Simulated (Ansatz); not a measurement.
SiNi₆Ge:
```cif
data_GeNi6Si
_chemical_formula_sum 'Si1 Ni6 Ge1'
_space_group_name_H-M_alt 'P4/mmm'
_space_group_IT_number 123
_space_group_name_Hall '-P 4 2'
_cell_length_a 3.50072
_cell_length_b 3.50072
_cell_length_c 7.00117
_cell_angle_alpha 90.000
_cell_angle_beta 90.000
_cell_angle_gamma 90.000
loop_
_atom_site_label
_atom_site_type_symbol
_atom_site_symmetry_multiplicity
_atom_site_Wyckoff_symbol
_atom_site_fract_x
_atom_site_fract_y
_atom_site_fract_z
_atom_site_occupancy
Si1 Si 1 b 0.00000 0.00000 0.50000 1
Ni1 Ni 1 c 0.50000 0.50000 0.00000 1
Ni2 Ni 1 d 0.50000 0.50000 0.50000 1
Ni3 Ni 4 i 0.00000 0.50000 0.25672 1
Ge1 Ge 1 a 0.00000 0.00000 0.00000 1
```

Relaxed with r²SCAN.

Problem. Which orbitals make up the states near the Fermi level in r²SCAN (plane waves, PAW; program Ansatz)?

Solution. Within 0.5 eV of the Fermi level: Ni 3d 92 %. Projections are on Löwdin-orthogonalised atomic valence shells; empty p or d shells of many metals are not among them.

Problem. Tabulate the density of states.

Solution. States/eV per cell of 8 atoms, in 0.25 eV bins, energy from the Fermi level.

```tsv
E (eV)	total	Ni 3d	Ge 4p	Si 3p
-7.85	0.58	0.05	0.13	0.14
-7.60	0.83	0.09	0.18	0.21
-7.35	1.06	0.13	0.24	0.26
-7.10	1.33	0.19	0.31	0.32
-6.85	1.74	0.30	0.39	0.41
-6.60	2.48	0.51	0.56	0.58
-6.35	2.81	0.70	0.59	0.63
-6.10	2.99	0.88	0.62	0.63
-5.85	2.36	0.76	0.48	0.52
-5.60	3.21	1.21	0.63	0.65
-5.35	3.48	1.53	0.65	0.62
-5.10	2.93	1.51	0.45	0.48
-4.85	2.38	1.35	0.30	0.39
-4.60	3.36	2.12	0.40	0.45
-4.35	7.33	4.67	0.94	1.17
-4.10	13.07	9.65	1.53	1.12
-3.85	9.47	7.09	0.41	0.27
-3.60	5.71	4.83	0.19	0.16
-3.35	9.51	8.57	0.22	0.15
-3.10	12.71	11.92	0.09	0.10
-2.85	11.89	11.08	0.09	0.08
-2.60	11.24	10.32	0.15	0.14
-2.35	19.53	18.22	0.28	0.25
-2.10	10.80	9.67	0.28	0.24
-1.85	5.84	5.35	0.10	0.13
-1.60	15.94	15.33	0.08	0.09
-1.35	25.84	24.92	0.09	0.09
-1.10	23.59	22.23	0.16	0.15
-0.85	17.88	16.16	0.19	0.17
-0.60	10.04	8.37	0.17	0.14
-0.35	7.73	7.41	0.03	0.02
-0.10	6.55	6.45	0.03	0.03
0.15	1.72	1.44	0.12	0.10
0.40	2.44	1.78	0.27	0.24
0.65	6.20	4.31	0.73	0.67
0.90	4.21	2.56	0.59	0.55
1.15	3.19	1.68	0.51	0.49
1.40	2.82	1.33	0.48	0.45
1.65	2.36	0.99	0.43	0.42
1.90	2.21	0.86	0.37	0.44
2.15	2.31	0.82	0.38	0.49
2.40	1.96	0.64	0.36	0.41
2.65	1.73	0.52	0.35	0.35
2.90	1.92	0.55	0.41	0.36
3.15	1.74	0.46	0.36	0.33
3.40	1.58	0.39	0.32	0.31
3.65	1.58	0.36	0.33	0.33
3.90	1.44	0.30	0.30	0.31
4.15	1.23	0.23	0.24	0.26
4.40	1.31	0.24	0.18	0.19
4.65	1.80	0.33	0.15	0.15
```

The first step of the workflow began from a Materials Project structure, measured or hypothetical; the Crystallography Open Database copy checked does not list it. With Si and Ge taken as one species the cell has the higher symmetry Pm-3m, so it may be an ordered model of a mixed-site phase. Its standing as an ambient phase is unchecked. The cell was relaxed with r²SCAN under the symmetry of its start; whether a distortion lowers the energy is not shown. The run is not spin-polarised. Spin–orbit coupling is left out wherever it is not named.

Potentials: the earlier of the program's two PAW sets.
